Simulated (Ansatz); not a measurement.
Consider the following.

CdS:
```xyz
4
Lattice="4.1964 0.0000 0.0000 -2.0982 3.6341 0.0000 0.0000 0.0000 6.8287" Properties=species:S:1:pos:R:3 pbc="T T T"
Cd     2.0982     1.2114     3.4159
Cd     0.0000     2.4228     0.0015
S      2.0982     1.2114     5.9872
S      0.0000     2.4228     2.5729
```

This is the PBE-relaxed structure.

Problem. All from plane-wave PAW PBE (Ansatz code), unless another level is named. Predict the band gap.

Solution. 1.11 eV (direct).

Problem. Next, the formation energy from the elements (no fitted shifts)?

Solution. -660 meV/atom.

Problem. Give the valence-band maximum.

Solution. at Γ.

Space group P6_3mc (wurtzite). The cell was relaxed with PBE under the symmetry of its start. The references are the lowest solids computed at this level, not always the standard phases. Spin–orbit coupling is left out wherever it is not named.

Potentials: the later of the program's two PAW sets.
